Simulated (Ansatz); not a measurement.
GeTe2Pb in space group P4/mmm (No. 123; Ge on 1a, Te on 1b, Te on 1c, Pb on 1d) under volume change, LDA in the plane-wave PAW code Ansatz, shape and atoms relaxed at each volume.

```json
[
 {"V (Å³/atom)": "26.517", "E − E(relaxed) (meV/atom)": "46.2", "P (GPa)": "6.14"},
 {"V (Å³/atom)": "27.392", "E − E(relaxed) (meV/atom)": "?", "P (GPa)": "?"},
 {"V (Å³/atom)": "28.266", "E − E(relaxed) (meV/atom)": "4.6", "P (GPa)": "1.72"},
 {"V (Å³/atom)": "29.140", "E − E(relaxed) (meV/atom)": "0.0", "P (GPa)": "0.01"},
 {"V (Å³/atom)": "30.014", "E − E(relaxed) (meV/atom)": "4.0", "P (GPa)": "-1.45"},
 {"V (Å³/atom)": "30.888", "E − E(relaxed) (meV/atom)": "?", "P (GPa)": "?"},
 {"V (Å³/atom)": "31.763", "E − E(relaxed) (meV/atom)": "33.1", "P (GPa)": "-3.75"}
]
```

What belongs in the gaps?


- 30.888, E − E(relaxed) (meV/atom): 15.4
- 30.888, P (GPa): -2.69
- 27.392, E − E(relaxed) (meV/atom): 19.4
- 27.392, P (GPa): 3.75

What does a third-order Birch–Murnaghan fit give for V₀, B₀ and B′?

V₀ = 29.14 Å³/atom, B₀ = 52.7 GPa, B′ = 4.4.

The workflow started from a Materials Project entry (that database holds measured and hypothetical structures alike); the Crystallography Open Database copy checked does not list it. With Ge and Pb taken as one species the cell has the higher symmetry Fm-3m, so it may be an ordered model of a mixed-site phase. Whether it is the stable phase at ambient conditions was not checked. The LDA relaxation kept the symmetry of its start. At this level the phase is dynamically unstable (imaginary phonons). Spin–orbit coupling is left out wherever it is not named.

Potentials: the later of the program's two PAW sets.
